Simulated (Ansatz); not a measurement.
Ansatz (a first-principles code) input:

Ansatz 0.2 input:
```yaml
crystal:
  lattice:
    - [4.5874873596, 0.0, 0.0]
    - [0.0, 2.7018777273, 0.0]
    - [0.0, 0.0, 5.1507055475]
  atoms:
    - { symbol: W, position: [0.25, 0.0, 0.8659597116] }
    - { symbol: W, position: [0.75, 0.0, 0.1340402884] }
    - { symbol: Ag, position: [0.25, 0.5, 0.3614875446] }
    - { symbol: Ag, position: [0.75, 0.5, 0.6385124554] }
kpoints:
  mp_grid: { grid: [7, 11, 6] }
  band_path:
    path:
      - [[0.0, 0.0, 0.0], [0.5, 0.0, 0.0], [0.5, 0.5, 0.0], [0.0, 0.5, 0.0], [0.0, 0.0, 0.0], [0.0, 0.0, 0.5], [0.5, 0.0, 0.5], [0.5, 0.5, 0.5], [0.0, 0.5, 0.5], [0.0, 0.0, 0.5]]  # Γ-X-S-Y-Γ-Z-U-R-T-Z
      - [[0.5, 0.0, 0.0], [0.5, 0.0, 0.5]]  # X-U
      - [[0.0, 0.5, 0.0], [0.0, 0.5, 0.5]]  # Y-T
      - [[0.5, 0.5, 0.0], [0.5, 0.5, 0.5]]  # S-R
    npoints: 6
basis: { xc_grid: 2 }
hamiltonian:
  xc: pbesol
  pseudopotentials: { azcp: { folder: ./paw }, kind: paw_fr }
magnetization: { noncollinear: true, spin_orbit: true }
scf:
  n_extra_bands: 12
  convergence: { dr2_threshold: 0.0000000001 }
  occupations: { method: gaussian, width: 0.05 }
output: { eigenvalues: true }
```

Output (shortened):

```
Pseudopotential: W, paw, valence charge 14
Pseudopotential: Ag, paw, valence charge 19
Functional definition: PBEsol
non-collinear run that drives no moment, with spin-orbit …
Crystal: 4 atoms, lattice volume = 63.842 Å³
Basis set: ecut = 420 eV, 1267 PW (Γ), exchange–correlation on 64×40×72 points (8 copies of the dense FFT grid, shifted against one another)
Bands: 78, of which v1, the nominal top of the filled ones, is band 66 counted from 1 (65 counted from 0)
Symmetry: 8 space group operations + 8 with time reversal
k-points: 96 of 462
Projection manifold: j_resolved (fully-relativistic pseudo-atomic orbitals)
SCF iter   1: F=—  HF=-35611.439289 eV  |F-HF|=—  |Δ(HF+E_count)|=         —  Δρ=8.07e-2  dr2=3.95e0  dr2_m=0.00e0 (ungated)  ethr=3.10e-3  |M|=0.00e0 ∫|m|=0.00e0 μB  |m|>n=0.0e0 m-floor=0.0e0 τ_xc=0.0e0  β_m=0.30  ⟨swp⟩=5.8  Hψ=15581  notcnv=0  defer=44
preconditioner: auto → Kerker (q_TF=auto, 2.743 Å⁻¹)
spin=Noncollinear: Kerker preconditioning applied to the charge; magnetization (m_x, m_y, m_z) channels mix plain (no charge-response kernel on spin).
SCF iter   2: F=—  HF=-35610.775158 eV  |F-HF|=—  |Δ(HF+E_count)|=   6.64e-1  Δρ=5.35e-2  dr2=1.70e0  dr2_m=0.00e0 (ungated)  ethr=3.10e-3  |M|=0.00e0 ∫|m|=0.00e0 μB  |m|>n=0.0e0 m-floor=0.0e0 τ_xc=0.0e0  β_m=0.57  ⟨swp⟩=2.0  Hψ=4627  notcnv=0  defer=498
SCF iter   3: F=—  HF=-35610.205875 eV  |F-HF|=—  |Δ(HF+E_count)|=   5.69e-1  Δρ=1.19e-2  dr2=7.26e-2  dr2_m=0.00e0 (ungated)  ethr=2.58e-3  |M|=0.00e0 ∫|m|=0.00e0 μB  |m|>n=0.0e0 m-floor=0.0e0 τ_xc=0.0e0  β_m=0.65  ⟨swp⟩=2.0  Hψ=5409  notcnv=0  defer=498
SCF iter   4: F=—  HF=-35610.187700 eV  |F-HF|=—  |Δ(HF+E_count)|=   1.82e-2  Δρ=2.98e-3  dr2=3.20e-3  dr2_m=0.00e0 (ungated)  ethr=1.10e-4  |M|=0.00e0 ∫|m|=0.00e0 μB  |m|>n=0.0e0 m-floor=0.0e0 τ_xc=0.0e0  β_m=0.82  ⟨swp⟩=2.1  Hψ=6471  notcnv=0  defer=490
SCF iter   5: F=—  HF=-35610.188156 eV  |F-HF|=—  |Δ(HF+E_count)|=   4.56e-4  Δρ=3.80e-4  dr2=7.13e-5  dr2_m=0.00e0 (ungated)  ethr=4.84e-6  |M|=0.00e0 ∫|m|=0.00e0 μB  |m|>n=0.0e0 m-floor=0.0e0 τ_xc=0.0e0  β_m=0.91  ⟨swp⟩=2.8  Hψ=6541  notcnv=0  defer=490
SCF iter   6: F=—  HF=-35610.188158 eV  |F-HF|=—  |Δ(HF+E_count)|=   2.28e-6  Δρ=1.10e-4  dr2=8.98e-6  dr2_m=0.00e0 (ungated)  ethr=1.08e-7  |M|=0.00e0 ∫|m|=0.00e0 μB  |m|>n=0.0e0 m-floor=0.0e0 τ_xc=0.0e0  β_m=0.96  ⟨swp⟩=2.0  Hψ=5348  notcnv=0  defer=490
SCF iter   7: F=—  HF=-35610.188154 eV  |F-HF|=—  |Δ(HF+E_count)|=   4.03e-6  Δρ=2.59e-5  dr2=5.80e-7  dr2_m=0.00e0 (ungated)  ethr=1.36e-8  |M|=0.00e0 ∫|m|=0.00e0 μB  |m|>n=0.0e0 m-floor=0.0e0 τ_xc=0.0e0  β_m=0.98  ⟨swp⟩=2.3  Hψ=4866  notcnv=0  defer=490
SCF iter   8: F=—  HF=-35610.188154 eV  |F-HF|=—  |Δ(HF+E_count)|=   3.42e-7  Δρ=3.85e-6  dr2=9.15e-9  dr2_m=0.00e0 (ungated)  ethr=8.79e-10  |M|=0.00e0 ∫|m|=0.00e0 μB  |m|>n=0.0e0 m-floor=0.0e0 τ_xc=0.0e0  β_m=0.99  ⟨swp⟩=2.0  Hψ=5089  notcnv=0  defer=490
SCF iter  10: F=-35610.188154 eV  HF=-35610.188154 eV  |F-HF|=7.28e-12  |Δ(HF+E_count)|=  9.46e-11  Δρ=1.37e-7  dr2=1.72e-11  dr2_m=0.00e0 (ungated)  ethr=1.00e-12  |M|=0.00e0 ∫|m|=0.00e0 μB  |m|>n=0.0e0 m-floor=0.0e0 τ_xc=0.0e0  ⟨swp⟩=7.6  Hψ=10589  notcnv=0
SCF 1 converged in 10 iterations: F = -35610.188154 eV  dr2 = 1.72e-11
NSCF: frozen V_eff on 76 k-points
SCF converged after 10 iterations
Magnetization: |M| = 0.0000 μB,  M = (+0.0000, +0.0000, +0.0000) μB
Absolute magnetization: 0.0000 μB (∫|m|)
  site 0: m = (+0.0000, +0.0000, +0.0000) μB, |m| = 0.0000 μB  (R = 1.10 Å)
  site 1: m = (+0.0000, +0.0000, +0.0000) μB, |m| = 0.0000 μB  (R = 1.10 Å)
  site 2: m = (+0.0000, +0.0000, +0.0000) μB, |m| = 0.0000 μB  (R = 1.11 Å)
  site 3: m = (+0.0000, +0.0000, +0.0000) μB, |m| = 0.0000 μB  (R = 1.11 Å)
Free energy (F): -35610.188154 eV
Harris-Foulkes:  -35610.188154 eV  (|F-HF|=7.28e-12)
Internal energy: -35610.183184 eV  (E = F + TS)
E sigma→0 (E₀):  -35610.185669 eV
Entropy (-TS):   -0.004970 eV (-1.243 meV/atom)
Fermi energy:    20.399177 eV
--- Per-component energies (eV) ---
  E_band       = -600.790998
  E_kinetic    = 1773.416545
  E_local      = -5309.964546  (includes V_loc(G=0)·N_el)
  E_nonlocal   = 16.169465
  E_hartree    = 2550.958461
  E_xc         = -847.630618
  E_vxc        = -863.813884  (∫ρ·V_xc dr)
  E_paw        = -24717.540402  (= ΣΔE_a)
  E_vpaw       = -1318.516755  (= ΣTr[D̂ρ^β])
  E_aug_tail   = 0.001061  (compensation charges beyond the density's cutoff)
  E_ewald      = -9076.696940
  E_core_change = 1.103791  (= ΣΔE_core)
  E_smearing   = -0.004970  (= −TS)
  E_closure    = 0.000000  (closes the sum)
  Σ components = -35610.188154   (vs F -35610.188154, Δ=0.00e0)
  [band-id]    e_kinetic+e_local+e_nonlocal+2·e_hartree+e_vxc+e_vpaw+e_augmentation_tail = -600.791193   (vs E_band -600.790998, Δ=-1.94e-4)
--- Band table (eV; the first three rows and the last of 96) ---
  k-point 0: bands = ["-72.2077", "-72.2077", "-72.1926", "-72.1926", "-53.2896", "-53.2896", "-53.2107", "-53.2107", "-39.2352", "-39.2352", "-39.1939", "-39.1939", "-34.1642", "-34.1642", "-34.0777", "-34.0777", "-34.0364", "-34.0364", "-34.0114", …
  k-point 1: bands = ["-72.2077", "-72.2077", "-72.1926", "-72.1926", "-53.2897", "-53.2897", "-53.2107", "-53.2107", "-39.2352", "-39.2352", "-39.1938", "-39.1938", "-34.1640", "-34.1640", "-34.0776", "-34.0776", "-34.0364", "-34.0364", "-34.0114", …
  k-point 2: bands = ["-72.2077", "-72.2077", "-72.1926", "-72.1926", "-53.2897", "-53.2897", "-53.2107", "-53.2107", "-39.2352", "-39.2352", "-39.1937", "-39.1937", "-34.1637", "-34.1637", "-34.0773", "-34.0773", "-34.0363", "-34.0363", "-34.0114", …
  k-point 95: bands = ["-72.1872", "-72.1872", "-72.1839", "-72.1839", "-53.1895", "-53.1895", "-53.1723", "-53.1723", "-39.2574", "-39.2574", "-39.2489", "-39.2489", "-34.1680", "-34.1680", "-34.1647", "-34.1647", "-34.0946", "-34.0946", "-34.0766", …
```

Cost: about 120 core-seconds (a rough figure) on shared cores.

Space group Pmma. The start of the workflow was typed in or built on a structure type; neither database checked (COD, Materials Project) lists it. Whether it is the stable phase at ambient conditions was not checked. Symmetry was held in the PBEsol relaxation. At this level the phase is dynamically unstable (imaginary phonons). The run is not spin-polarised. Its formation energy is positive at this level, so the cell may be metastable or incomplete.

Potentials: the earlier of the program's two PAW sets. The files were generated under PBE; for other functionals the program regenerates the frozen cores, and for LDA and PBEsol the local potential too.

Ansatz is a plane-wave DFT program.
